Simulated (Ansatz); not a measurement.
Ni:
```yaml
crystal:
  lattice:
    - [-1.38288, 1.38288, 1.38288]
    - [1.38288, -1.38288, 1.38288]
    - [1.38288, 1.38288, -1.38288]
  atoms:
    - { symbol: Ni, position: [0.00000, 0.00000, 0.00000], spin: 0.7 }
```

Relaxed with r²SCAN. Special points in fractions of this cell's reciprocal vectors: Γ (0.000, 0.000, 0.000); H (0.500, -0.500, 0.500); N (0.000, 0.000, 0.500); P (0.250, 0.250, 0.250).

Q: List the band energies nearest the Fermi level at these points for the program Ansatz at the r²SCAN level (PAW).

A: In eV from the Fermi level; about four levels below and three above (degenerate sets whole), none deeper than 8.9 eV; … stands for higher levels left out; points with the same levels are listed once.

```json
[
 {"k": "Γ ↑", "below": "-2.75 -2.75 -2.75 -1.17 -1.17", "above": "…"},
 {"k": "H ↑", "below": "-4.70 -4.70 -0.62 -0.62 -0.62", "above": "…"},
 {"k": "N ↑", "below": "-3.72 -1.28 -1.00 -0.39", "above": "0.13 …"},
 {"k": "P ↑", "below": "-3.63 -3.63 -3.63 -0.97 -0.97", "above": "…"},
 {"k": "Γ ↓", "below": "-1.58 -1.58 -1.58 -0.54 -0.54", "above": "…"},
 {"k": "H ↓", "below": "-4.34 -4.34", "above": "0.71 0.71 0.71"},
 {"k": "N ↓", "below": "-2.67 -0.45 -0.36 -0.07", "above": "0.96 …"},
 {"k": "P ↓", "below": "-2.81 -2.81 -2.81 -0.32 -0.32", "above": "…"}
]
```

Space group Im-3m (bcc (W type)). A made-up cell: these elements were put on the sites of a structure type; the Crystallography Open Database copy checked does not list it. It is not the phase usual at ambient conditions (space group No. 225). The r²SCAN relaxation kept the symmetry of its start. At this level the phase is mechanically unstable. Magnetic state: ferromagnetic, chosen from 3 collinear starts compared on coarse meshes (ties went to the first, and starts can fall back to one state), not a proven ground state. Other orbital occupations within this spin state were not tried.

Potentials: the later of the program's two PAW sets.
